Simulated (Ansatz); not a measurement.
Relaxed-ion elastic tensor of Nb2C in space group Pnma (No. 62; Nb on 4c, Nb on 4c, C on 4c) in GPa (Voigt order), the program Ansatz at the PBEsol level (PAW); density 7.95 g/cm³, 13.77 Å³ per atom.

```
 437   150   151   0.0   0.0   0.0
 150   426   134   0.0   0.0   0.0
 151   134   415   0.0   0.0   0.0
 0.0   0.0   0.0  77.2   0.0   0.0
 0.0   0.0   0.0   0.0   132   0.0
 0.0   0.0   0.0   0.0   0.0   124
```

Is the crystal mechanically stable?

Yes: the smallest eigenvalue of C is 77.2 GPa.

Work out the Voigt, Reuss and Hill averages.

K_V = 239, K_R = 239, K_H = 239; G_V = 123, G_R = 117, G_H = 120 GPa.

Give Young's modulus, Poisson's ratio, Pugh's ratio and the universal anisotropy index.

E = 9KG/(3K + G) = 308 GPa; ν = 0.29; K/G = 1.99 (ductile by the Pugh limit of 1.75); A_U = 5G_V/G_R + K_V/K_R − 6 = 0.26.

Estimate the sound speeds and the Debye temperature.

v_l = √((K + 4G/3)/ρ) = 7080 m/s, v_t = √(G/ρ) = 3880 m/s, mean 4330 m/s; Θ = (h/k)(3n/4πV)^(1/3) v_m = 537 K.

Solve the Christoffel equation for the three sound speeds along x, y, z.

Eigenvalues of C_ijkl n_j n_l equal ρv². In km/s, slowest first: x 3.95, 4.07, 7.42; y 3.12, 3.95, 7.32; z 3.12, 4.07, 7.23.

How much does each axis shrink under pressure?

Linear compressibilities β_i = Σ_j S_ij (j = 1 to 3): x 1.3, y 1.4, z 1.5 per TPa.

The first step of the workflow began from a Materials Project structure, measured or hypothetical; the Crystallography Open Database copy checked does not list it. Whether it is the stable phase at ambient conditions was not checked. Symmetry was held in the PBEsol relaxation; whether a distortion lowers the energy is not shown. The run is not spin-polarised. As this level gives no gap, shear constants depend on the k-mesh and smearing (Fermi–Dirac, 0.1 eV here). On the denser mesh and wider smearing of the elastic run this cell carries a stress of 0.3 GPa.

Potentials: the earlier of the program's two PAW sets. The files were generated under PBE; for other functionals the program regenerates the frozen cores, and for LDA and PBEsol the local potential too.
